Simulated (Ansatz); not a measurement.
SiO2 (P4_12_12), relaxed with r²SCAN (Ansatz, a first-principles code, plane waves, PAW): a = b = 4.984 Å, c = 6.924 Å, α = β = γ = 90.00°.

| Item | Value |
|---|---|
| gap (eV) | 6.34 |
| B₀ by P(V) fit (GPa) | 15.0 |

Problem. The same phase is relaxed and computed with HSE06 in the same code. What are the cell and these values now?

Solution. a = 5.0647 Å, b = 5.0647 Å, c = 7.0799 Å, α = 90.00°, β = 90.00°, γ = 90.00°.

- gap (eV) = 7.40
- B₀ by P(V) fit (GPa) = 15.2

All cells were relaxed under the symmetry of their starts (and spin orders); stability against distortions was not tested throughout.

Potentials: the later of the program's two PAW sets.

Ansatz is a plane-wave DFT program.
